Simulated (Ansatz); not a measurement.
CdSiP$_{2}$:
```xyz
8
Lattice="-2.7932 2.7932 5.2298 2.7932 -2.7932 5.2298 2.7932 2.7932 -5.2298" Properties=species:S:1:pos:R:3 pbc="T T T"
Cd     0.0000     2.7932     2.6149
Cd     0.0000     0.0000     0.0000
Si     2.7932     0.0000     2.6149
Si     0.0000     0.0000     5.2298
P      1.3966     1.6253    -1.3075
P      1.3966     1.1679     3.9224
P      3.9611     1.3966     1.3075
P     -1.1679     1.3966     6.5373
```

Relaxed with LDA. Special points in fractions of this cell's reciprocal vectors: Γ (0.000, 0.000, 0.000); X (0.000, 0.000, 0.500); P (0.250, 0.250, 0.250); N (0.000, 0.500, 0.000); M (0.500, 0.500, -0.500); S (0.321, 0.679, -0.321); S0 (-0.321, 0.321, 0.321); R (-0.143, 0.143, 0.500); G (0.500, 0.500, -0.143).

**Question.** List the band energies nearest the valence-band maximum at these points for LDA (plane waves, PAW; program Ansatz).

**Answer.** In eV from the valence-band maximum; about four levels below and three above (degenerate sets whole), none deeper than 8.9 eV; points with the same levels are listed once.

| k | below | above |
|---|---|---|
| Γ | -2.11 -2.11 -0.24 -0.24 0.00 | 1.20 1.91 2.02 |
| X | -0.94 -0.94 -0.47 -0.47 | 1.84 1.84 2.99 2.99 |
| P | -0.98 -0.98 -0.80 -0.80 | 2.50 2.50 2.65 2.65 |
| N | -1.90 -1.69 -1.06 -0.61 | 2.43 2.75 2.83 |
| M | -1.91 -1.91 -0.85 -0.85 | 1.75 1.75 1.84 1.84 |
| S | -2.01 -1.90 -0.90 -0.28 | 1.62 2.64 2.90 |
| R | -1.05 -1.05 -0.74 -0.74 | 2.10 2.10 3.28 3.28 |

Space group I-42d (chalcopyrite). The LDA relaxation kept the symmetry of its start. Spin–orbit coupling is left out wherever it is not named.

Potentials: the later of the program's two PAW sets.
